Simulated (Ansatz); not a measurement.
Li (space group R-3m)

```
Li
1.0
    1.49401     0.86257     7.35389
   -1.49401     0.86257     7.35389
    0.00000    -1.72513     7.35389
Li
3
Direct
  0.77776   0.77776   0.77776
  0.22224   0.22224   0.22224
  0.00000   0.00000   0.00000
```

A phonon eigenvector at Γ is frozen into this cell: atom i moves by Q times the vector below, so Q is the largest atomic displacement, in Å. The cell is held. It is one choice among 2 degenerate patterns.

| atom | x | y | z |
|---|---|---|---|
| Li1 | 0.000 | 0.000 | 0.500 |
| Li2 | 0.000 | 0.000 | 0.500 |
| Li3 | 0.000 | 0.000 | -1.000 |

Level of theory: LDA (plane waves to 420 eV, PAW, scalar-relativistic; Ansatz, an electronic-structure program). k mesh 18×18×18 (Γ-centred), Fermi-Dirac smearing 0.05 eV. E stands for the smeared free energy. With partly filled bands, energies and forces of such displacements shift with the k mesh and the smearing. Li was relaxed with its symmetry unable to fall. This is one of several known forms of Li; the measured ambient cells at hand have space group No. 229. ΔE is measured from the undisplaced structure.

| Q (Å) | ΔE (meV/cell) | −dE/dQ from forces (eV/Å) |
|---|---|---|
| -0.100 | [?] | 0.319 |
| -0.083 | 11.0 | 0.266 |
| -0.067 | 7.1 | 0.212 |
| -0.050 | 4.0 | 0.159 |
| -0.033 | [?] | 0.106 |
| -0.017 | 0.4 | 0.053 |
| 0.000 | 0.0 | 0.000 |
| 0.017 | 0.4 | -0.053 |
| 0.033 | [?] | -0.106 |
| 0.050 | 4.0 | -0.159 |
| 0.067 | 7.1 | -0.212 |
| 0.083 | 11.0 | -0.266 |
| 0.100 | [?] | -0.319 |

**Question.** Complete the blanks.

**Answer.** 
- -0.100, ΔE (meV/cell): 15.9
- -0.033, ΔE (meV/cell): 1.8
- 0.033, ΔE (meV/cell): 1.8
- 0.100, ΔE (meV/cell): 15.9

(For displaced atoms, the force is minus the slope of the energy, and its curvature is a force constant, which sets phonon frequencies.)
